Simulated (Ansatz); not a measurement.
CaO (rock salt, Fm-3m), DFT-LDA in the program Ansatz with PAW potentials. The conduction-band minimum lies at X, with 3 equivalent valleys. Second derivatives d²E/dk² of the lowest band at one valley (eV·Å²), along Cartesian directions:

```json
[
 {"direction": "[100]", "d²E/dk²": "5.525"},
 {"direction": "[010]", "d²E/dk²": "18.79"},
 {"direction": "[001]", "d²E/dk²": "18.79"},
 {"direction": "[110]", "d²E/dk²": "12.16"},
 {"direction": "[101]", "d²E/dk²": "12.16"},
 {"direction": "[011]", "d²E/dk²": "18.79"}
]
```

Question: Find the principal effective masses, the density-of-states mass and the conductivity mass.

Answer: Off-diagonal terms follow from H_xy = H[110] − (H_xx + H_yy)/2, and m*/mₑ = 7.620 eV·Å² over each eigenvalue: 0.41, 0.41, 1.4. One valley's DOS mass (m₁m₂m₃)^(1/3) = 0.61, conductivity mass 3/(Σ 1/mᵢ) = 0.53 mₑ.

Question: What effective density of states Nc follows at 300 K for parabolic valleys?

Answer: Nc = 2.509e19 × 3 × (0.61)^(3/2) ≈ 3.6e19 cm⁻³.

Question: With the computed static dielectric constant 14.9 (mean of the diagonal), estimate a hydrogenic donor's binding energy and radius.

Answer: E = 13.606 eV × 0.53/14.9² ≈ 32 meV; a = 0.529 Å × ε/m* ≈ 15 Å. Semilocal masses tend to be too small where the gap is.

Question: With ε∞ = 3.88 and ω_LO = 569 cm⁻¹, what Fröhlich coupling constant follows?

Answer: α = (1/ε∞ − 1/ε0) √(m* × 13.606 eV/ħω_LO) = 1.9.

The LDA relaxation kept the symmetry of its start; phonons on a q-mesh show no instability.

Potentials: the later of the program's two PAW sets.
